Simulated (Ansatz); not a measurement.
The relaxed structure here is a generated cell of TePb: the first start was made by placing the elements on the sites of a structure type, and the end was not matched to a known phase here, so it may be hypothetical. Known forms of TePb include space group No. 225.

A structure of TePb relaxed with PBEsol (plane waves to 420 eV, PAW, scalar-relativistic; Ansatz, a quantum-chemistry and plane-wave program); single points at other levels follow on the same geometry (Ansatz, PAW; HSE06 at 420 eV on a 6×6×6 k-mesh; no spin-orbit coupling). Space group Cmcm (No. 63).

```yaml
crystal:
  lattice:
    - [2.23631, -6.23204, 0.00000]
    - [2.23631, 6.23204, 0.00000]
    - [0.00000, 0.00000, 4.68368]
  atoms:
    - { symbol: Pb, position: [0.63023, 0.36977, 0.75000] }
    - { symbol: Pb, position: [0.36977, 0.63023, 0.25000] }
    - { symbol: Te, position: [0.87219, 0.12781, 0.75000] }
    - { symbol: Te, position: [0.12781, 0.87219, 0.25000] }
```

```tsv
level	gap (eV)	kind	conduction minimum
PBEsol	0.54	indirect	71 % of the way from Y to C0
HSE06	?	–	?
```

Task: Complete the blanks.

Result: 
- HSE06, gap (eV): 0.99
- HSE06, conduction minimum: k = (-0.3444, 0.6556, 0)

HSE06 gaps come from a coarse mesh plus a few chosen points, so they may be too large. No spin polarisation in the result.

The run could not lose the symmetry of its start, so the end can be a saddle point.
